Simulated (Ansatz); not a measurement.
V:
```xyz
1
Lattice="-1.4909 1.4909 1.4909 1.4909 -1.4909 1.4909 1.4909 1.4909 -1.4909" Properties=species:S:1:pos:R:3 pbc="T T T"
V      0.0000     0.0000     0.0000
```

This is the r²SCAN-relaxed structure.

Question: All from r²SCAN in the plane-wave PAW code Ansatz, unless another level is named. Estimate the Debye temperature from the elastic constants.

Answer: 305 K.

Question: Predict the elastic constants (relaxed ions, GPa).

Answer: C11 = 279, C12 = 151, C44 = 16.1.

Space group Im-3m (bcc (W type)). The r²SCAN relaxation kept the symmetry of its start. The workflow began spin-polarised and lost its moments. As this level gives no gap, shear constants depend on the k-mesh and smearing (Fermi–Dirac, 0.1 eV here). On the denser mesh and wider smearing of the elastic run this cell carries a stress of 0.4 GPa.

Potentials: the later of the program's two PAW sets.
